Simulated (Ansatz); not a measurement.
Ta₂O₅:
```xyz
14
Lattice="3.8362 0.0000 0.0000 0.0000 13.0034 0.0000 0.0000 0.0000 3.8764" Properties=species:S:1:pos:R:3 pbc="T T T"
Ta     0.0000     1.8974     0.1164
Ta     0.0000    11.1060     0.1164
Ta     1.9181     4.6043     3.7599
Ta     1.9181     8.3991     3.7599
O      1.9181     2.4072     0.0106
O      1.9181    10.5961     0.0106
O      0.0000     4.0945     3.8657
O      0.0000     8.9089     3.8657
O      0.0000    11.0626     1.9752
O      0.0000     1.9408     1.9752
O      1.9181     8.4425     1.9012
O      1.9181     4.5609     1.9012
O      1.9181     6.5017     3.8521
O      0.0000     0.0000     0.0243
```

Relaxed with r²SCAN. Special points in fractions of this cell's reciprocal vectors: Γ (0.000, 0.000, 0.000); X (0.500, 0.000, 0.000); S (0.500, 0.500, 0.000); Y (0.000, 0.500, 0.000); Z (0.000, 0.000, 0.500); U (0.500, 0.000, 0.500); R (0.500, 0.500, 0.500); T (0.000, 0.500, 0.500).

List the band energies nearest the valence-band maximum at these points for DFT-r²SCAN in the program Ansatz with PAW potentials.

In eV from the valence-band maximum; about four levels below and three above (degenerate sets whole), none deeper than 8.9 eV; points with the same levels are listed once.

```tsv
k	below	above
Γ	-0.84 -0.76 -0.71 -0.64	2.87 2.93 3.26
X	-0.95 -0.95 -0.80 -0.80	3.19 3.19 3.82 3.82
S	-0.94 -0.94 -0.80 -0.80	3.22 3.22 3.69 3.69
Y	-0.76 -0.76 -0.70 -0.70	2.90 2.90 3.30 3.30
Z	-1.62 -1.29 -0.29 -0.29	4.65 4.81 5.94
U	-0.09 -0.09 -0.01 -0.01	3.87 3.87 5.46 5.46
R	-0.11 -0.11 0.00 0.00	3.77 3.77 5.52 5.52
T	-1.49 -1.49 -0.29 -0.29	4.73 4.73 5.98 5.98
```

Space group Pmmn. The first step of the workflow began from a Materials Project structure, measured or hypothetical; the Crystallography Open Database copy checked does not list it. COD files the formula under space group No. 49, so this cell is another polymorph or a model. Its standing as an ambient phase is unchecked. Symmetry was held in the r²SCAN relaxation; its stability against distortions is not shown here. The run is not spin-polarised. Spin–orbit coupling is left out wherever it is not named.

Potentials: the later of the program's two PAW sets.
